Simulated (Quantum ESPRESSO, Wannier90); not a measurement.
**Wannierisation of TaNi3 (Fmmm)**

Cell from Materials Project (mp-570491), symmetrised, no further relaxation. Not found in the COD (Crystallography Open Database) copy used, which has the formula in other groups; not checked further. The atoms lie within 0.1 Å of the higher space group I4/mmm. Method: PBEsol plane waves in Quantum ESPRESSO 7.5 (PseudoDojo norm-conserving files, 79 Ry, no spin polarisation, no spin-orbit coupling), Bloch states on a 4×4×4 mesh through Γ, Wannier90 4.0.1. Density: 14×14×14 mesh, cold smearing 0.01 Ry. A non-magnetic state is assumed; magnetic ones were not tried. Spin-orbit coupling is left out although heavy elements are present.

On the energy scale of pw.x, whose zero is arbitrary, the Fermi level lies at 19.81 eV.

Input w.win:

```
num_bands = 3
num_wann = 3
exclude_bands = 4-69
num_iter = 1000
conv_tol = 1.0e-6
conv_window = 4
write_hr = true
write_u_matrices = true
auto_projections = true
begin unit_cell_cart
ang
    2.5463900000    2.5511500000    0.0000000000
    2.5463900000   -2.5511500000    0.0000000000
   -2.5463900000    0.0000000000   -3.7045450000
end unit_cell_cart
begin atoms_frac
Ta   0.0000000000  0.0000000000  0.0000000000
Ni   0.5000000000  0.5000000000  0.0000000000
Ni   0.2500000000 -0.2500000000  0.5000000000
Ni  -0.2500000000  0.2500000000  0.5000000000
end atoms_frac
mp_grid = 4 4 4
begin kpoints
0.0000000000 0.0000000000 0.0000000000
0.0000000000 0.0000000000 0.2500000000
0.0000000000 0.0000000000 0.5000000000
... (61 more lines: the 4x4x4 mesh through Gamma)
end kpoints
```

Input of pw2wannier90.x that gives the overlap and projection files (equivalent; here they were cut from one run over all bands):

```
&inputpp
  outdir = './out'
  prefix = 'pwscf'
  seedname = 'w'
  write_amn = .true.
  write_mmn = .true.
  atom_proj = .true.
  atom_proj_exclude = 1 2 3 4 5 6 7 8 9 10 12 13 14 15 16 17 18 19 20 22 23 24 25 26 27 28 29 30 32 33 34 35 36 37 38 39 40
/
```

Output w.wout (banner and timings cut):

```
                                    ------
                                    SYSTEM
                                    ------

                              Lattice Vectors (Ang)
                    a_1     2.546390   2.551150   0.000000
                    a_2     2.546390  -2.551150   0.000000
                    a_3    -2.546390   0.000000  -3.704545

                   Unit Cell Volume:      48.13110  (Ang^3)

                        Reciprocal-Space Vectors (Ang^-1)
                    b_1     1.233744   1.231442  -0.848037
                    b_2     1.233744  -1.231442  -0.848037
                    b_3     0.000000   0.000000  -1.696075

 *----------------------------------------------------------------------------*
 |   Site       Fractional Coordinate          Cartesian Coordinate (Ang)     |
 +----------------------------------------------------------------------------+
 | ta   1   0.00000   0.00000   0.00000   |    0.00000   0.00000   0.00000    |
 | ni   1   0.50000   0.50000   0.00000   |    2.54639   0.00000   0.00000    |
 | ni   2   0.25000  -0.25000   0.50000   |   -1.27320   1.27557  -1.85227    |
 | ni   3  -0.25000   0.25000   0.50000   |   -1.27320  -1.27557  -1.85227    |
 *----------------------------------------------------------------------------*
                                ------------
                                K-POINT GRID
                                ------------

             Grid size =  4 x  4 x  4      Total points =   64

 *---------------------------------- MAIN ------------------------------------*
 |  Number of Wannier Functions               :                 3             |
 |  Number of Objective Wannier Functions     :                 3             |
 |  Number of input Bloch states              :                 3             |
 |  Output verbosity (1=low, 5=high)          :                 1             |
 |  Timing Level (1=low, 5=high)              :                 1             |
 |  Optimisation (0=memory, 3=speed)          :                 3             |
 |  Length Unit                               :               Ang             |
 |  Post-processing setup (write *.nnkp)      :                 F             |
 |  Using Gamma-only branch of algorithms     :                 F             |
 *----------------------------------------------------------------------------*
 *------------------------------- WANNIERISE ---------------------------------*
 |  Total number of iterations                :              1000             |
 |  Number of CG steps before reset           :                 5             |
 |  Trial step length for line search         :             2.000             |
 |  Convergence tolerence                     :         0.100E-05             |
 |  Convergence window                        :                 4             |
 |  Iterations between writing output         :                 1             |
 |  Iterations between backing up to disk     :               100             |
 |  Write r^2_nm to file                      :                 F             |
 |  Write xyz WF centres to file              :                 F             |
 |  Write on-site energies <0n|H|0n> to file  :                 F             |
 |  Use guiding centre to control phases      :                 F             |
 |  Use phases for initial projections        :                 F             |
 *----------------------------------------------------------------------------*
 *-------------------------------- PLOTTING ----------------------------------*
 |  Plotting Hamiltonian in WF basis          :                 T             |
 *----------------------------------------------------------------------------*

 *---------------------------------- K-MESH ----------------------------------*
 +----------------------------------------------------------------------------+
 |                    Distance to Nearest-Neighbour Shells                    |
 |                    ------------------------------------                    |
 |          Shell             Distance (Ang^-1)          Multiplicity         |
 |          -----             -----------------          ------------         |
 |             1                   0.424019                      2            |
 |             2                   0.484622                      8            |
 |             3                   0.615721                      2            |
 |             4                   0.616872                      2            |
 |             5                   0.747599                      4            |
 |             6                   0.748547                      4            |
 |             7                   0.771001                      8            |
 |             8                   0.848037                      2            |
       ... (lines left out)
 +----------------------------------------------------------------------------+
 | The b-vectors are chosen automatically                                     |
 | The following shells are used:                       1,  2,  3             |
 +----------------------------------------------------------------------------+
 |                        Shell   # Nearest-Neighbours                        |
 |                        -----   --------------------                        |
 |                          1               2                                 |
 |                          2               8                                 |
 |                          3               2                                 |
 +----------------------------------------------------------------------------+
 | Completeness relation is fully satisfied [Eq. (B1), PRB 56, 12847 (1997)]  |
 +----------------------------------------------------------------------------+
 |                  b_k Vectors (Ang^-1) and Weights (Ang^2)                  |
 |                  ----------------------------------------                  |
 |            No.         b_k(x)      b_k(y)      b_k(z)        w_b           |
 |            ---        --------------------------------     --------        |
 |             1         0.000000    0.000000   -0.424019     1.467040        |
 |             2         0.000000    0.000000    0.424019     1.467040        |
 |             3         0.308436   -0.307860   -0.212009     1.313954        |
 |             4         0.308436    0.307860   -0.212009     1.313954        |
 |             5         0.308436   -0.307860    0.212009     1.313954        |
 |             6         0.308436    0.307860    0.212009     1.313954        |
 |             7        -0.308436    0.307860    0.212009     1.313954        |
 |             8        -0.308436    0.307860   -0.212009     1.313954        |
 |             9        -0.308436   -0.307860    0.212009     1.313954        |
 |            10        -0.308436   -0.307860   -0.212009     1.313954        |
 |            11         0.000000    0.615721    0.000000     0.004917        |
 |            12         0.000000   -0.615721    0.000000     0.004917        |
 +----------------------------------------------------------------------------+
 |                           b_k Directions (Ang^-1)                          |
 |                           -----------------------                          |
 |            No.           x           y           z                         |
 |            ---        --------------------------------                     |
 |             1         0.000000    0.000000   -0.424019                     |
 |             2         0.308436   -0.307860   -0.212009                     |
 |             3         0.308436    0.307860   -0.212009                     |
 |             4         0.308436   -0.307860    0.212009                     |
 |             5         0.308436    0.307860    0.212009                     |
 |             6         0.000000    0.615721    0.000000                     |
 +----------------------------------------------------------------------------+

 Starting a new Wannier90 calculation ...

 Reading overlaps from w.mmn

 Reading projections from w.amn

 *------------------------------- WANNIERISE ---------------------------------*
 +--------------------------------------------------------------------+<-- CONV
 | Iter  Delta Spread     RMS Gradient      Spread (Ang^2)            |<-- CONV
 +--------------------------------------------------------------------+<-- CONV

 ------------------------------------------------------------------------------
 Initial State
  WF centre and spread    1  (  2.546390, -0.000000, -0.000000 )     0.16921943
  WF centre and spread    2  ( -1.273195,  1.275575, -1.852273 )     0.16915517
  WF centre and spread    3  ( -1.273195, -1.275575, -1.852273 )     0.16915517
  Sum of centres and spreads (  0.000000, -0.000000, -3.704545 )     0.50752978

      0     0.508E+00     0.0000000000        0.5075297763  <-- CONV
        O_D=      0.0000000 O_OD=      0.0000000 O_TOT=      0.5075298 <-- SPRD
 ------------------------------------------------------------------------------
      1    -0.111E-15     0.0000000571        0.5075297763  <-- CONV
        O_D=      0.0000000 O_OD=      0.0000000 O_TOT=      0.5075298 <-- SPRD
      2    -0.222E-15     0.0000000563        0.5075297763  <-- CONV
        O_D=      0.0000000 O_OD=      0.0000000 O_TOT=      0.5075298 <-- SPRD
      3    -0.333E-15     0.0000000548        0.5075297763  <-- CONV
        O_D=      0.0000000 O_OD=      0.0000000 O_TOT=      0.5075298 <-- SPRD
      4    -0.333E-15     0.0000000528        0.5075297763  <-- CONV
        O_D=      0.0000000 O_OD=      0.0000000 O_TOT=      0.5075298 <-- SPRD
             <<<     Delta < 1.000E-06  over  4 iterations     >>>
             <<< Wannierisation convergence criteria satisfied >>>
 Final State
  WF centre and spread    1  (  2.546390, -0.000000, -0.000000 )     0.16921943
  WF centre and spread    2  ( -1.273195,  1.275575, -1.852273 )     0.16915517
  WF centre and spread    3  ( -1.273195, -1.275575, -1.852273 )     0.16915517
  Sum of centres and spreads (  0.000000, -0.000000, -3.704545 )     0.50752978

         Spreads (Ang^2)       Omega I      =     0.507529754
        ================       Omega D      =     0.000000000
                               Omega OD     =     0.000000022
    Final Spread (Ang^2)       Omega Total  =     0.507529776
```
